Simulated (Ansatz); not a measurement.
C, first-principles data

C:
```
CELL_PARAMETERS angstrom
      2.50781     0.00000     0.00000
     -1.25390     2.17183     0.00000
      0.00000     0.00000    12.36866
ATOMIC_POSITIONS crystal
  C  0.66667 0.33333 0.35492
  C  0.33333 0.66667 0.64508
  C  0.33333 0.66667 0.85492
  C  0.66667 0.33333 0.14508
  C  0.66667 0.33333 0.02077
  C  0.33333 0.66667 0.97923
  C  0.33333 0.66667 0.52077
  C  0.66667 0.33333 0.47923
  C  0.00000 0.00000 0.68686
  C  0.00000 0.00000 0.31314
  C  0.00000 0.00000 0.18686
  C  0.00000 0.00000 0.81314
```

Space group P6_3/mmc (No. 194); conventional cell a = 2.5078 Å, b = 2.5078 Å, c = 12.3687 Å, α = 90.00°, β = 90.00°, γ = 120.00°.

Method: PBEsol (plane waves, PAW; program Ansatz). The cell and atoms are relaxed at this level. Other levels are named where they apply.

### Cell and energy

```
Item                  Value
---------------  ----------
Volume per atom     5.61 Å³
Density          3.55 g/cm³
```

### Electronic structure

```
Item                                                                                                  Result
--------------------------------------------  --------------------------------------------------------------
Band gap                                                                                  4.33 eV (indirect)
Valence-band maximum                                                                                    at Γ
Conduction-band minimum                       on the Γ–M line, 74 % of the way from Γ (6 equivalent valleys)
Smallest direct gap on the standard path                                                             5.36 eV
Electron effective mass                                                0.23, 0.74, 1.4 mₑ (principal values)
Hole effective mass, band 1 of 2 at the edge                                 0.80 along x, 0.68 along z (mₑ)
Hole effective mass, band 2 of 2 at the edge                                 0.28 along x, 0.68 along z (mₑ)
HSE06 gap on the PBEsol cell                                                                         5.62 eV
```

### Mechanics

```
Quantity                                                                                         Value
--------------------------------------------  --------------------------------------------------------
Bulk modulus (Birch–Murnaghan fit)                                                             450 GPa
Pressure derivative B′                                                                             3.7
Elastic constants (relaxed ions, GPa)         C11 = 1190, C12 = 108, C13 = 50.7, C33 = 1260, C44 = 487
Mechanical stability                                            stable (all eigenvalues of C positive)
Hill bulk and shear moduli                                                             450 and 529 GPa
Young's modulus                                                                               1140 GPa
Poisson's ratio                                                                                   0.08
Debye temperature from the elastic constants                                                    2230 K
```

### Dielectric response

```
Quantity                                                      Value
----------------------------------------  -------------------------
Electronic dielectric constant ε∞ (DFPT)  5.81 (xx = yy), 5.97 (zz)
```

The first step of the workflow began from a Materials Project structure, measured or hypothetical. Its sites differ from those of the usual phase in this space group: another stacking or structure type. The PBEsol relaxation kept the symmetry of its start; whether a distortion lowers the energy is not shown.

Potentials: the later of the program's two PAW sets.
